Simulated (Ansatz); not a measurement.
Values for one crystal, relaxed and computed with r²SCAN (plane waves, PAW; program Ansatz); other levels are named.

* **Volume per atom**: 8.93 Å³
* **Band gap**: 0.30 eV (indirect)
* **Mechanical stability**: stable (all eigenvalues of C positive)
* **Debye temperature from the elastic constants**: 896 K
* **Hill bulk and shear moduli**: 272 and 196 GPa
* **Smallest direct gap on the standard path**: 0.68 eV
* **Bulk modulus (Birch–Murnaghan fit)**: 269 GPa

### Question
Which of these materials gives this?
(A) GaGeTe, R-3m (Ga on 6c, Ge on 6c, Te on 6c)
(B) PNO, I2_12_12_1 (P on 4c, N on 4a, O on 4b)
(C) Ta3N5, Cmcm (Pearson symbol oS32)
(D) CrN, R-3m (Cr on 3a, N on 3b)

### Answer
D, CrN, R-3m (Cr on 3a, N on 3b)

A made-up cell: these elements were put on the sites of a structure type; the Crystallography Open Database copy checked does not list it. COD files the formula under space group No. 225, so this cell is another polymorph or a model. Its standing as an ambient phase is unchecked. Symmetry was held in the r²SCAN relaxation, as lowered by the spin order; its stability against distortions is not shown here. Magnetic state: antiferromagnetic, chosen from 3 collinear starts compared on coarse meshes (ties went to the first, and starts can fall back to one state), not a proven ground state. Other orbital occupations within this spin state were not tried. No Hubbard U is applied.

Potentials: the earlier of the program's two PAW sets.
